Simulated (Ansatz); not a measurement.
A plane-wave DFT run in Ansatz 0.2.0 (scalar-relativistic PAW potentials unless the input names others): input and command.

```yaml
crystal:
  lattice:
    - [2.28973244, 0.0, 0.0]
    - [0.0, 3.23817068, 0.0]
    - [0.0, 1.61908534, 1.61908534]
  atoms:
    - { symbol: Al, position: [0.0, 0.0, 0.0] }
    - { symbol: Ni, position: [0.5, 0.5, 0.0] }
basis:
  ecutwfc: 420
kpoints:
  mp_grid: { grid: [12, 9, 17] }
hamiltonian:
  xc: pbesol
scf:
  occupations: { method: gaussian, width: 0.1 }
  max_iter: 75
output:
  forces: true
  eigenvalues: true
  stress: true
```

```bash
ansatz run input.yaml --threads 2 --pin off --max-ram 5120MiB --backend cpu --events-out ev --progress --plain --runs-dir out
```

Abridged log:
```
Warning: crystal.symmetry: narrowed to the stabiliser of the k-point mesh — unitary ops 48 → 4; excluded 44 operations that carry a point of the 12×9×17 mesh (shift [0, 0, 0]) off the mesh (the run samples exactly the mesh kpoints.mp_grid names, as under crystal.symmetry.detect: false, and its converged state has the mesh's symmetry, not the crystal's; ε∞, the Born charges and the force constants of a linear response (`dielectric:` by the response, `phonons.method: dfpt`) are averaged over those of the crystal's operations that the state keeps within a tolerance, where `mesh_tensors`, `unavera ...
Basis set: ecut = 420 eV, 251 PW (Γ), exchange–correlation on 32×48×32 points (8 copies of the dense FFT grid, shifted against one another)
Bands: 15, of which v1, the nominal top of the filled ones, is band 11 counted from 1 (10 counted from 0)
Symmetry: 4 space group operations
k-points: 539 of 1836
SCF iter   1: F=—  HF=-6321.388404 eV  |F-HF|=—  |Δ(HF+E_count)|=         —  Δρ=5.37e-2  dr2=1.68e-1  ethr=1.77e-3  ⟨swp⟩=6.2  Hψ=43455  notcnv=0
SCF iter   2: F=—  HF=-6321.350262 eV  |F-HF|=—  |Δ(HF+E_count)|=   3.81e-2  Δρ=3.43e-2  dr2=3.84e-2  ethr=8.01e-4  ⟨swp⟩=2.9  Hψ=17712  notcnv=0  defer=195
SCF iter   3: F=—  HF=-6321.339630 eV  |F-HF|=—  |Δ(HF+E_count)|=   1.06e-2  Δρ=1.45e-2  dr2=1.15e-2  ethr=1.83e-4  ⟨swp⟩=2.7  Hψ=15268  notcnv=0  defer=195
SCF iter   4: F=—  HF=-6321.337166 eV  |F-HF|=—  |Δ(HF+E_count)|=   2.46e-3  Δρ=5.41e-3  dr2=7.05e-4  ethr=5.49e-5  ⟨swp⟩=1.8  Hψ=9038  notcnv=0  defer=195
SCF iter   5: F=—  HF=-6321.337357 eV  |F-HF|=—  |Δ(HF+E_count)|=   1.91e-4  Δρ=2.27e-3  dr2=4.11e-4  ethr=3.36e-6  ⟨swp⟩=2.3  Hψ=11474  notcnv=0  defer=195
SCF iter   6: F=—  HF=-6321.337251 eV  |F-HF|=—  |Δ(HF+E_count)|=   1.06e-4  Δρ=3.97e-4  dr2=1.32e-5  ethr=1.96e-6  ⟨swp⟩=2.1  Hψ=10309  notcnv=0  defer=195
SCF iter   7: F=—  HF=-6321.337238 eV  |F-HF|=—  |Δ(HF+E_count)|=   1.36e-5  Δρ=4.32e-5  dr2=1.65e-7  ethr=6.28e-8  ⟨swp⟩=2.3  Hψ=11247  notcnv=0  defer=195
SCF iter   8: F=-6321.337238 eV  HF=-6321.337238 eV  |F-HF|=3.25e-10  |Δ(HF+E_count)|=   2.72e-8  Δρ=2.38e-6  dr2=5.19e-10  ethr=4.76e-10  ⟨swp⟩=8.3  Hψ=41519  notcnv=0
SCF 1 converged in 8 iterations: F = -6321.337238 eV  dr2 = 5.19e-10
SCF converged after 8 iterations
Free energy (F): -6321.337238 eV
Harris-Foulkes:  -6321.337238 eV  (|F-HF|=3.25e-10)
Internal energy: -6321.335405 eV  (E = F + TS)
E sigma→0 (E₀):  -6321.336321 eV
Entropy (-TS):   -0.001833 eV (-0.916 meV/atom)
Fermi energy:    30.655159 eV
--- Forces (eV/Å), atoms counted from 1 ---
  atom   1  Al     0.00000000     0.00000000     0.00000000
  atom   2  Ni     0.00000000     0.00000000     0.00000000
--- Stress (GPa, compression-positive) ---
      476.586891       0.000000       0.000000
        0.000000     478.301961      -1.172632
        0.000000      -1.172632     477.083189
  P = ⅓ Tr σ = 477.3240 GPa (4773.240 kbar)
```

Problem. The run was meant for a cell not far from equilibrium. What is wrong with this input?

Solution. The fault is a lattice far too small (lattice vectors times 0.800). Setting it back cures it. The run converged all the same, with an energy at zero smearing 4.8 eV/atom above the reference's, pressure 477.32 GPa, largest force 0.000 eV/Å, no gap on the mesh, so convergence alone doesn't show that an input is right. A reference run of the cell with lattice vectors 2.8622 0.0000 0.0000; 0.0000 4.0477 0.0000; 0.0000 2.0239 2.0239 Å and the atoms in their places converged with pressure -0.01 GPa, largest force 0.000 eV/Å, no gap on the mesh.

Time: 5.3 s on 2 threads of Intel(R) Xeon(R) Platinum 8259CL CPU @ 2.50GHz (Skylake/Cascade Lake), with other jobs on the host, peak memory 0.41 GiB.